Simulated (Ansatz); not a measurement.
This InGa3P4 structure is the end of a relaxation. The cell was found from a structure generator's guess, not taken from experiment.

Level of theory: Ansatz 0.2.0, DFT PBE, scalar-relativistic, plane waves, PAW. Cutoff 420 eV, Γ-centred mesh, Gaussian smearing, no spin polarisation.

```
CELL_PARAMETERS angstrom
3.96537 0.00000 0.00000
0.00000 3.96537 0.00000
0.00000 0.00000 11.28802
ATOMIC_POSITIONS crystal
In 0.50000 0.50000 0.00000
Ga 0.00000 0.00000 0.74024
Ga 0.00000 0.00000 0.25976
Ga 0.50000 0.50000 0.50000
P 0.50000 0.00000 0.85914
P 0.00000 0.50000 0.14086
P 0.50000 0.00000 0.37995
P 0.00000 0.50000 0.62005
```

The zero of energy is the elements' standard structures at the same level; no fitted shifts are applied. The references include black phosphorus.

Question: Find its symmetry and describe it.

Answer: P-4m2 (No. 115), with In and Ga ordered on zinc blende sites. Conventional cell: a = 3.965 Å, c = 11.288 Å. Around In lie 4 P at 2.54 Å; Ga on a site of symmetry 2mm is surrounded by 4 P at 2.39–2.40 Å; around Ga on a site of symmetry -4m2 lie 4 P at 2.40 Å; around P on its first site lie 2 Ga at 2.39 Å and 2 In at 2.54 Å; 1 more site not described.

Question: What is its formation energy per atom?

Answer: −0.367 eV/atom. A negative formation energy is needed for stability but isn't enough: competing phases decide.

Question: Is it a metal?

Answer: No, the gap on the 8×8×4 mesh is 1.11 eV.

The last run used an 8×8×4 mesh (in the run's order of axes) for its 8-atom cell and Gaussian smearing of 0.02 eV. Kohn–Sham gaps at this level usually fall short of measured ones. The reference form of P is held partly by dispersion forces, which this level lacks. A later test with randomly moved atoms came back to the same energy, though modes that don't fit the test's cell weren't probed.
